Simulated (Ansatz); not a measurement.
A scan (energy over volume and axial ratio; atoms clamped) gave these values. All values below come from PBE (plane waves to 420 eV, PAW, scalar-relativistic; Ansatz, a quantum-chemistry and plane-wave program).

* **Shear modulus C′ = (C11 − C12)/2 (fit, atoms clamped)**: 150 GPa

### Question
Of these crystals, all scanned alike, which one is it?
A. Mo (bcc, W type)
B. Mg₂Si (antifluorite type, space group Fm-3m)
C. CdS (zinc blende)

### Answer
A, Mo (bcc, W type). The others have, for the shear modulus C′ = (C11 − C12)/2: Mg2Si 46 GPa, CdS 10 GPa

All were relaxed with their symmetry unable to fall. Mo is run without spin polarisation. The PAW data are Ansatz's earlier set. With partly filled bands, the response to shear is sensitive to the k mesh, so small differences along c/a are uncertain.

(Under strain, the slope of the energy per volume gives the stress and its curvature an elastic modulus.)
